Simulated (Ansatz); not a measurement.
SiC2 in space group P4_2/mmc (No. 131; Si on 2e, C on 4i) at seven volumes, PBE in the plane-wave PAW code Ansatz, shape and atoms relaxed at each. One row is withheld.

```
V (Å³/atom)  P (GPa)
-----------  -------
10.570         17.60
10.918         10.87
11.267          5.12
11.615         -0.01
11.964         -4.36
12.312             ?
12.660        -11.27
```

Q: Fit the shown pressures and predict the withheld one.

A: Third-order Birch–Murnaghan: P = (3/2)B₀(x^(7/2) − x^(5/2))[1 + (3/4)(B′ − 4)(x − 1)] with x = (V₀/V)^(2/3). Least squares on the six rows gives V₀ = 11.617 Å³/atom, B₀ = 155.3 GPa, B′ = 3.88. At V = 12.312, x = 0.9620 and P = -8.06 GPa. The run itself gave -8.02 GPa.

The start of the workflow was typed in or built on a structure type; neither database checked (COD, Materials Project) lists it. Whether it is the stable phase at ambient conditions was not checked. The PBE relaxation kept the symmetry of its start; whether a distortion lowers the energy is not shown. Its formation energy is positive at this level, so the cell may be metastable or incomplete.

Potentials: the later of the program's two PAW sets.
